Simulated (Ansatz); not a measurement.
# Structures of Be₂Cd: which is lowest?

Plane-wave DFT in Ansatz with scalar-relativistic PAW potentials, cutoff 420 eV, Γ-centred meshes chosen by cell and gap, Gaussian smearing with energies taken to zero width. Every cell was relaxed (cell and atoms) in a run of its own, within the symmetry of its start. Functional: PBE.

Relaxed structures (starts from databases or built by putting these elements on another compound's sites):
A. Immm, 3 atoms in the computed cell, a = 2.635 Å, b = 3.679 Å, c = 8.639 Å; sites (symmetry × multiplicity) Be mm2 × 4, Cd mmm × 2; start: built
B. P4_2/mnm, 6 atoms in the computed cell, a = 4.799 Å, c = 4.436 Å; sites (symmetry × multiplicity) Be m.2m × 4, Cd m.mm × 2; start: built
C. P6/mmm, 3 atoms in the computed cell, a = 3.989 Å, c = 2.881 Å; sites (symmetry × multiplicity) Be -6m2 × 2, Cd 6/mmm × 1; start: built

Q: Rank them by energy. Could pressure change the order?

A:
| structure | group | E − E(lowest) (meV/atom) | V (Å³/atom) | gap on mesh (eV) |
| --- | --- | --- | --- | --- |
| A | Immm | 0.0 | 13.96 | 0.00 |
| C | P6/mmm | 94 | 13.24 | 0.00 |
| B | P4_2/mnm | 461 | 17.03 | 0.00 |

A is lowest, 94 meV/atom under C. C is denser by 0.72 Å³/atom, so pressure favours it: ΔE/ΔV, with ΔE in eV and 1 eV/Å³ = 160.2 GPa, gives about 21 GPa for equal enthalpy if both cells were rigid; at such pressures compression changes ΔV much, so this is a scale only. Other structures may lie lower than all of these, and vibrations aren't counted.